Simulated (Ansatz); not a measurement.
**SnW₃ in the antiAuCu3 structure**

Computed with Ansatz (plane waves, PAW, 420 eV cutoff): PBEsol, scalar-relativistic, no spin polarisation, Γ-centred 8×8×8 mesh, 0.05 eV Gaussian smearing. The datasets are Ansatz's generated set soft_2.

```
CELL_PARAMETERS angstrom
4.05135 0.00000 0.00000
0.00000 4.05135 0.00000
0.00000 0.00000 4.05135
ATOMIC_POSITIONS crystal
W 0.00000 0.50000 0.50000
W 0.50000 0.50000 0.00000
W 0.50000 0.00000 0.50000
Sn 0.00000 0.00000 0.00000
```

The structure was built from a prototype; whether the compound forms in it isn't claimed.

The cell above was scaled in volume, its shape and atoms being fixed by the lattice's symmetry. Energies are counted from the cell above.

Cell and atoms are those of this level's equilibrium.

```
V (Å³/atom)  ΔE (meV/atom)  P (GPa)
      15.96           22.4     11.2
      16.29            5.4      5.3
      16.62            0.0      0.0
      16.96            5.1     -4.7
      17.29           19.6     -9.0
```

(1) What do the points give for the equilibrium volume, the bulk modulus and its pressure derivative (third-order Birch–Murnaghan)?

Answer:

(1) V0 = 16.62 Å³/atom, B0 = 252 GPa, B0′ = 4.3.

B0·V0 = 251.7 GPa × 16.62 Å³ = 26.11 eV/atom sets the scale: near the minimum ΔE ≈ ½ B0 V0 x², with x = V/V0 − 1, and a pressure of 2.5 GPa squeezes the volume by about 1 %. At the ends of the curve: x = −4.0 % predicts 20.8 meV/atom and the run gives 22.4; x = +4.0 % predicts 21.0 meV/atom and the run gives 19.6. Compression costs more and expansion less than the parabola says, since the crystal stiffens as it shrinks; B0′ measures that.

Spin–orbit coupling, which matters for such heavy elements, is left out. The run is a metal.
